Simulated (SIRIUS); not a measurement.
Consider a self-consistent single point of GaAs (F-43m, 8 atoms in the cell; from Materials Project mp-2534, changed as shown).

```
GaAs
1.0
    5.63518     0.00000     0.00000
    0.00000     5.63518     0.00000
    0.00000     0.00000     5.63518
Ga As
4 4
Direct
  0.00000   0.00000   0.00000
  0.00000   0.50000   0.50000
  0.50000   0.00000   0.50000
  0.50000   0.50000   0.00000
  0.25000   0.25000   0.75000
  0.25000   0.75000   0.25000
  0.75000   0.25000   0.25000
  0.75000   0.75000   0.75000
```

All values come from this method and carry its errors: PBE, SSSP 1.1.2 efficiency PBE pseudopotentials (plane waves; SIRIUS 7.12.0).

SIRIUS settings:

- parameters.ngridk: 4 4 4
- parameters.xc_functionals: [XC_GGA_X_PBE, XC_GGA_C_PBE]
- parameters.gk_cutoff: 8.062 1/bohr
- parameters.pw_cutoff: 25.496 1/bohr
- parameters.smearing: fermi_dirac
- parameters.smearing_width: 0.00367493 Ha
- potentials: SSSP 1.1.2 efficiency PBE pseudopotentials
- parameters.electronic_structure_method: pseudopotential
- parameters.num_bands: 43
- parameters.num_mag_dims: 0
- parameters.num_dft_iter: 100
- parameters.energy_tol: 1e-07 Ha
- parameters.density_tol: 1e-06
- mixer.type: anderson
- mixer.beta: 0.5
- mixer.use_hartree: false

Results:

```
Property                                                   Value
------------------------------------------------  --------------
Number of valence electrons                                   72
Number of bands                                               43
Number of k-points after the program's reduction              10
Number of plane waves (most at a k-point)                  10779
Number of SCF iterations                                      48
FFT grid                                            90 × 90 × 90
Free energy E − TS                                -16118.4946 eV
Top of the valence band (on the code's own zero)         6.84 eV
Gap on the k-point mesh                                  0.61 eV
Pressure                                                4.05 GPa
```

Stress (GPa, positive for compression):
```
4.05  0.00  0.00
0.00  4.05  0.00
0.00  0.00  4.05
```

Gaps are taken between levels on the mesh.

For comparison: a first run was changed to give this one (lattice scaled by 0.98), and from it to this one the free energy goes up by 17.6 meV/atom and the pressure goes from -0.12 to 4.05 GPa.

The structure comes from a collection of computed structures, made at another level of theory; the collection holds predicted forms beside known ones.

Cost on one core: about 8 core-minutes (a rough figure).
